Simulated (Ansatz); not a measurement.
## Bands of Pb$_{2}$C

```yaml
crystal:
  lattice:
    - [0.00000, 3.30238, 3.30238]
    - [3.30238, 0.00000, 3.30238]
    - [3.30238, 3.30238, 0.00000]
  atoms:
    - { symbol: C, position: [0.00000, 0.00000, 0.00000] }
    - { symbol: Pb, position: [0.25000, 0.25000, 0.25000] }
    - { symbol: Pb, position: [0.75000, 0.75000, 0.75000] }
```

Atoms are numbered in the order listed.

Conventional cell: a = 6.605 Å, b = 6.605 Å, c = 6.605 Å, α = 90.00°, β = 90.00°, γ = 90.00°. C (atom 1) has 8 Pb at 2.86 Å as nearest neighbours. Pb (atom 2) is surrounded by 4 C at 2.86 Å.

The structure comes from a relaxation in the same program, started in the fluorite type, and has space group Fm-3m. Whether it is a known phase or the ground state wasn't checked.

Spin–orbit coupling is left out, though it moves levels of the heavy atoms by tenths of an eV or more.

Method: DFT, PBE, all-electron LAPW, scalar-relativistic in Ansatz 0.2.0.

Numerical set-up: a Γ-centred 10×10×10 k mesh, Fermi–Dirac smearing of 0.05 eV, basis error target 1 meV/atom, no spin polarisation.

Points in fractions of the reciprocal vectors of this cell: Γ (0, 0, 0), X (0.5, 0, 0.5), U (0.625, 0.25, 0.625), K (0.375, 0.375, 0.75), L (0.5, 0.5, 0.5), W (0.5, 0.25, 0.75). The path joins them by straight lines in the order Γ–X–U–K–Γ–L–W–X; legs that retrace an earlier one aren't tabulated. Energies are in eV from the Fermi level.

Problem. Is there a gap?

Solution. None at this level of theory (metallic, semimetallic, or a small gap that the functional closes).

Problem. List the levels between -8 and 6 eV at the symmetry points.

Solution. 
Γ: -6.11, -4.83, -1.15 (×3), -0.29 (×3), 4.74 (×3)
X: -7.00, -3.75 (×2), -1.94, 1.27, 3.20 (×2)
U: -7.95, -3.32, -3.20, -0.26, 0.52, 2.17, 2.97, 4.43, 5.77
K: -7.95, -3.32, -3.20, -0.26, 0.52, 2.17, 2.97, 4.43, 5.77
L: -6.53, -2.10 (×2), -0.02, 0.82 (×2), 2.40, 3.86, 4.37 (×2)
W: -4.37, -0.73 (×2), -0.29, 1.37, 3.82 (×2)
